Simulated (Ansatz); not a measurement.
# Al, bcc: geometry optimisation

Theory: DFT, LDA (PW92), plane waves (420 eV) with PAW, scalar-relativistic in Ansatz 0.2.0. The PAW files were generated under PBE, with cores re-solved for the functional.

k-point mesh 14×14×14, Fermi-Dirac smearing 0.1 eV, no spin polarisation. Cell and atoms relax.

Starting structure:

```yaml
crystal:
  lattice:
    - [-1.607076888, 1.607076888, 1.607076888]
    - [1.607076888, -1.607076888, 1.607076888]
    - [1.607076888, 1.607076888, -1.607076888]
  atoms:
    - { symbol: Al, position: [0.0, 0.0, 0.0] }
hamiltonian:
  xc: lda
  pseudopotentials:
    kind: paw
    azcp:
      Al: "pseudopotentials/Al.paw.azcp"
basis:
  ecutwfc: 420
  fft_grid_basis: typed
kpoints:
  mp_grid: { grid: [14, 14, 14], shift: [0, 0, 0] }
magnetization:
  spin_polarized: false
scf:
  occupations: { method: fermi_dirac, width: 0.1 }
relax:
  max_steps: 60
  f_tol: 0.01
  cell: {}
```

**Question.** The pressure at the start is -1.5 GPa. By how much does the volume change?

**Answer.** From 16.60 to 16.24 Å³ per atom, -2.2 %. The final cell has a = 3.190 Å.

**Question.** How much energy does the relaxation gain?

**Answer.** 1.8 meV per atom.
